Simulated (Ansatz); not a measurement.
Clean, relaxed (100) surface of AlNi, space group Pm-3m (No. 221) (top face towards +c; atoms held fixed, by place in the list: 1, 2, 3):

```
CELL_PARAMETERS angstrom
2.86217 0.00000 0.00000
0.00000 2.86217 0.00000
0.00000 0.00000 25.58650
ATOMIC_POSITIONS crystal
Ni 0.50000 0.50000 0.33221
Al 0.00000 0.00000 0.38814
Ni 0.50000 0.50000 0.44407
Al 0.00000 0.00000 0.49966
Ni 0.50000 0.50000 0.55420
Al 0.00000 0.00000 0.61325
Ni 0.50000 0.50000 0.66322
```

Theory: DFT PBEsol, scalar-relativistic, plane waves, PAW (Ansatz). Settings: cutoff 420 eV, Γ-centred mesh 10×10×1 on the computed 7-atom cell, Gaussian smearing of 0.10 eV; no spin polarisation. A dipole correction removes the field between periodic images along c.

CH is adsorbed on the top face, one adsorbate per 8.2 Å², and relaxed from 3 starting sites (fractions of a and b). The adsorption energy is E(slab + adsorbate) − E(slab) − E(free adsorbate, spin-polarised where open-shell). Heights count from the highest slab atom after relaxation. Δφ is the top face's. Δp counts per cell along +c. Bonded neighbours lie within 1.25 times the sum of covalent radii (1.35 for H) and, on that scale, within 12 % of the closest. With the adsorbate the cell is lengthened along c to keep the vacuum.

| start | ends at | E_ads (eV) | height (Å) | shortest contact | Δφ (eV) | Δp (e·Å) | whole? |
| --- | --- | --- | --- | --- | --- | --- | --- |
| top (Ni) at (0.50, 0.50) | (0.50, 0.50), 1 bonded neighbour (Ni) | -4.30 | 1.70 | C–Ni 1.70 Å | -1.60 | +0.068 | yes |
| bridge (Ni-Ni) at (0.00, 0.50) | (0.00, 0.50), 2 bonded neighbours (Ni) | -5.60 | 1.12 | C–Ni 1.82 Å | -1.05 | +0.043 | yes |
| hollow (over Al) at (0.00, 0.00) | (0.00, 0.00), 5 bonded neighbours (Al and Ni) | -6.36 | 0.45 | C–Ni 2.07 Å | -1.52 | +0.069 | yes |

Among the sites tried, the lowest end comes from the hollow (over Al) at (0.00, 0.00) start; other sites may lie lower.

Each end is the local minimum or symmetric point that its start leads to.

The adsorbed runs have no spin polarisation, so weakly bound open-shell ends lie too high.

Cost: 4 runs of about 14 core-minutes in all, on Intel Xeon Platinum 8488C (Sapphire Rapids) (shared hosts).